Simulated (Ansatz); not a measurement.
ScAl:
```yaml
crystal:
  lattice:
    - [3.36965, 0.00000, 0.00000]
    - [0.00000, 3.36965, 0.00000]
    - [0.00000, 0.00000, 3.36965]
  atoms:
    - { symbol: Sc, position: [0.50000, 0.50000, 0.50000] }
    - { symbol: Al, position: [0.00000, 0.00000, 0.00000] }
```

Relaxed with r²SCAN.

**Question.** Map the valence electron density (e/Å³), cut off at 1 on the plane through (0.500, 0.500, 0.500) spanned by u = [1, 0, 0] and v = [0, 1, 1] in lattice vectors, from DFT-r²SCAN in the program Ansatz with PAW potentials.

**Answer.** x is the fraction of u, y of v (the angle between them is 90°; rows are the nearest grid lines); atoms in the plane: Sc at (0.00, 0.00), Al at (0.50, 0.50).
```
y \ x   0.000  0.118  0.176  0.294  0.353  0.471  0.529  0.647  0.706  0.824  0.882   1.00
------  -----  -----  -----  -----  -----  -----  -----  -----  -----  -----  -----  -----
1.00     1.00   1.00   1.00  0.364  0.169  0.120  0.120  0.169  0.364   1.00   1.00   1.00
0.917    1.00   1.00   1.00  0.252  0.152  0.126  0.126  0.152  0.252   1.00   1.00   1.00
0.833    1.00  0.643  0.353  0.158  0.147  0.149  0.149  0.147  0.158  0.353  0.643   1.00
0.750   0.175  0.161  0.156  0.168  0.179  0.193  0.193  0.179  0.168  0.156  0.161  0.175
0.708   0.146  0.152  0.160  0.187  0.199  0.208  0.208  0.199  0.187  0.160  0.152  0.146
0.625   0.159  0.174  0.191  0.205  0.181  0.127  0.127  0.181  0.205  0.191  0.174  0.159
0.542   0.176  0.195  0.213  0.172  0.106  0.063  0.063  0.106  0.172  0.213  0.195  0.176
0.458   0.176  0.195  0.213  0.172  0.106  0.063  0.063  0.106  0.172  0.213  0.195  0.176
0.375   0.159  0.174  0.191  0.205  0.181  0.127  0.127  0.181  0.205  0.191  0.174  0.159
0.292   0.146  0.152  0.160  0.187  0.199  0.208  0.208  0.199  0.187  0.160  0.152  0.146
0.250   0.175  0.161  0.156  0.168  0.179  0.193  0.193  0.179  0.168  0.156  0.161  0.175
0.167    1.00  0.643  0.353  0.158  0.147  0.149  0.149  0.147  0.158  0.353  0.643   1.00
0.0833   1.00   1.00   1.00  0.252  0.152  0.126  0.126  0.152  0.252   1.00   1.00   1.00
0.000    1.00   1.00   1.00  0.364  0.169  0.120  0.120  0.169  0.364   1.00   1.00   1.00
```

The density is the valence pseudo-density with augmentation charge, so density and ELF within about 1 Å of a nucleus are not all-electron values.

Space group Pm-3m (CsCl type). The first step of the workflow began from a Materials Project structure, measured or hypothetical; the Crystallography Open Database copy checked does not list it. With Sc and Al taken as one species the cell has the higher symmetry Im-3m, so it may be an ordered model of a mixed-site phase. Its standing as an ambient phase is unchecked. The r²SCAN relaxation kept the symmetry of its start; of distortions, only those at the zone centre were tested. No spin polarisation was allowed.

Potentials: the later of the program's two PAW sets.
